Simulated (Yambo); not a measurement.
G0W0@PBEsol for SrAlSiH (space group P3m1, No. 156) in Yambo. Reference settings: 3×3×2 Γ-centred k mesh, 136 bands and a 8 Ry block in the screening, 136 bands in G with the Bruneval-Gonze terminator, plasmon pole fitted at 27.2 eV. The PBEsol gap A → (0, 0.333, 0) on this mesh is 0.81 eV; G0W0 gaps are taken between the same points.

```json
[
 {"change from the reference": "reference settings", "G0W0 gap A → (0, 0.333, 0) (eV)": "1.36", "shift of the valence edge (eV)": "-0.58"},
 {"change from the reference": "47 bands in W, 47 bands in G", "G0W0 gap A → (0, 0.333, 0) (eV)": "1.34", "shift of the valence edge (eV)": "-0.30"},
 {"change from the reference": "no terminator", "G0W0 gap A → (0, 0.333, 0) (eV)": "1.35", "shift of the valence edge (eV)": "-0.52"},
 {"change from the reference": "2 Ry block", "G0W0 gap A → (0, 0.333, 0) (eV)": "(withheld)", "shift of the valence edge (eV)": "-0.17"},
 {"change from the reference": "85 bands in G, no terminator", "G0W0 gap A → (0, 0.333, 0) (eV)": "1.33", "shift of the valence edge (eV)": "-0.42"},
 {"change from the reference": "7 Ry block", "G0W0 gap A → (0, 0.333, 0) (eV)": "1.34", "shift of the valence edge (eV)": "-0.55"},
 {"change from the reference": "58 bands in W", "G0W0 gap A → (0, 0.333, 0) (eV)": "1.34", "shift of the valence edge (eV)": "-0.42"},
 {"change from the reference": "47 bands in G", "G0W0 gap A → (0, 0.333, 0) (eV)": "1.36", "shift of the valence edge (eV)": "-0.52"}
]
```

**Question.** Estimate the withheld gaps from the other rows; the computed values follow.

**Answer.** 
- 2 Ry block, G0W0 gap A → (0, 0.333, 0) (eV): 1.19

The reference isn't shown to be the converged limit. The mesh misses a band edge: along a dense path the PBEsol gap is 0.41 eV against 0.81 eV on the mesh.

Geometry relaxed with PBEsol; primitive cell a = 4.2069 Å, b = 4.2069 Å, c = 4.7856 Å, α = 90.00°, β = 90.00°, γ = 120.00°.

The structure is a Materials Project entry; no match was found in the copy of COD used, and its stability was not checked.

A shift is the quasiparticle energy of the state minus its PBEsol energy.
